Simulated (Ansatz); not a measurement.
Nb (bcc (W type), space group No. 229) under volume change, DFT-PBE+D3(BJ) in the program Ansatz with PAW potentials, scaled uniformly.

```csv
V (Å³/atom),E − E(relaxed) (meV/atom),P (GPa)
15.861,90.5,19.82
16.384,38.4,12.31
16.907,?,?
17.430,0.0,0.00
17.953,8.4,-5.02
18.476,32.1,-9.41
18.999,?,?
```

Q: Fill in the missing entries.

A: 
- 16.907, E − E(relaxed) (meV/atom): 9.2
- 16.907, P (GPa): 5.75
- 18.999, E − E(relaxed) (meV/atom): 69.2
- 18.999, P (GPa): -13.25

Q: What does a third-order Birch–Murnaghan fit give for V₀, B₀ and B′?

A: V₀ = 17.43 Å³/atom, B₀ = 179 GPa, B′ = 3.5.

Space group Im-3m (bcc (W type)). Symmetry was held in the PBE+D3(BJ) relaxation. The run is not spin-polarised. The pairwise dispersion correction was not fitted to metals.

Potentials: the later of the program's two PAW sets.
